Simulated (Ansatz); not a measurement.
BN:
```cif
data_B2N2
_chemical_formula_sum 'B2 N2'
_space_group_name_H-M_alt 'P 1'
_space_group_IT_number 1
_cell_length_a 2.50584
_cell_length_b 2.50584
_cell_length_c 6.61769
_cell_angle_alpha 90.000
_cell_angle_beta 90.000
_cell_angle_gamma 120.000
loop_
_space_group_symop_operation_xyz
  'x, y, z'
loop_
_atom_site_label
_atom_site_type_symbol
_atom_site_fract_x
_atom_site_fract_y
_atom_site_fract_z
_atom_site_occupancy
B1 B 0.33348 0.66652 0.75000 1
N1 N 0.66682 0.33318 0.75000 1
B2 B 0.66652 0.33348 0.25000 1
N2 N 0.33318 0.66682 0.25000 1
```

Relaxed with PBE+D3(BJ).

Question: Which orbitals make up the states near the band edges in the program Ansatz at the PBE+D3(BJ) level (PAW)?

Answer: Top 1 eV of the valence band: N 2p 90 %, B 2p 9 %. Bottom 1 eV of the conduction band: B 2p 88 %, N 2p 8 %. Projections are on Löwdin-orthogonalised atomic valence shells; empty p or d shells of many metals are not among them.

Question: Tabulate the density of states.

Answer: States/eV per cell of 4 atoms, in 0.25 eV bins, energy from the valence-band maximum.

```csv
E (eV),total,N 2p,B 2p,B 2s
-7.85,1.20,0.77,0.22,0.16
-7.60,0.87,0.56,0.14,0.12
-7.35,0.71,0.46,0.11,0.10
-7.10,0.79,0.51,0.11,0.12
-6.85,0.89,0.58,0.12,0.14
-6.60,0.91,0.59,0.14,0.14
-6.35,0.93,0.61,0.16,0.13
-6.10,1.04,0.66,0.21,0.12
-5.85,1.16,0.73,0.27,0.12
-5.60,1.25,0.78,0.31,0.11
-5.35,1.39,0.86,0.37,0.11
-5.10,1.54,0.96,0.43,0.10
-4.85,1.57,0.99,0.45,0.09
-4.60,1.62,1.03,0.47,0.08
-4.35,2.27,1.45,0.70,0.08
-4.10,2.64,1.70,0.84,0.06
-3.85,1.84,1.21,0.57,0.04
-3.60,1.66,1.10,0.49,0.04
-3.35,1.67,1.11,0.50,0.03
-3.10,1.61,1.09,0.47,0.03
-2.85,1.55,1.06,0.45,0.02
-2.60,1.55,1.08,0.44,0.02
-2.35,1.45,1.03,0.40,0.01
-2.10,1.44,1.05,0.38,0.01
-1.85,1.45,1.08,0.36,0.01
-1.60,1.57,1.19,0.36,0.00
-1.35,1.27,1.00,0.27,0.00
-1.10,1.08,0.88,0.19,0.00
-0.85,1.10,0.94,0.15,0.00
-0.60,1.17,1.04,0.11,0.00
-0.35,0.90,0.84,0.05,0.00
-0.10,0.61,0.60,0.01,0.00
0.15,0.00,0.00,0.00,0.00
0.40,0.00,0.00,0.00,0.00
0.65,0.00,0.00,0.00,0.00
0.90,0.00,0.00,0.00,0.00
1.15,0.00,0.00,0.00,0.00
1.40,0.00,0.00,0.00,0.00
1.65,0.00,0.00,0.00,0.00
1.90,0.00,0.00,0.00,0.00
2.15,0.00,0.00,0.00,0.00
2.40,0.00,0.00,0.00,0.00
2.65,0.00,0.00,0.00,0.00
2.90,0.00,0.00,0.00,0.00
3.15,0.00,0.00,0.00,0.00
3.40,0.00,0.00,0.00,0.00
3.65,0.00,0.00,0.00,0.00
3.90,0.00,0.00,0.00,0.00
4.15,0.00,0.00,0.00,0.00
4.40,0.35,0.02,0.31,0.00
4.65,1.23,0.06,1.13,0.00
4.90,1.08,0.10,0.95,0.00
5.15,1.09,0.14,0.91,0.00
5.40,1.09,0.18,0.85,0.01
5.65,1.07,0.19,0.77,0.02
5.90,0.88,0.17,0.59,0.03
6.15,0.82,0.17,0.52,0.03
6.40,0.80,0.17,0.47,0.03
6.65,0.79,0.17,0.44,0.04
6.90,0.80,0.17,0.42,0.04
7.15,0.87,0.19,0.43,0.06
7.40,1.06,0.22,0.49,0.07
7.65,0.90,0.21,0.42,0.06
7.90,0.65,0.18,0.32,0.03
8.15,0.36,0.12,0.19,0.01
8.40,0.57,0.15,0.25,0.04
8.65,0.77,0.18,0.32,0.07
8.90,0.65,0.14,0.26,0.07
```

Space group P6_3/mmc. The PBE+D3(BJ) relaxation kept the symmetry of its start.

Potentials: the earlier of the program's two PAW sets.
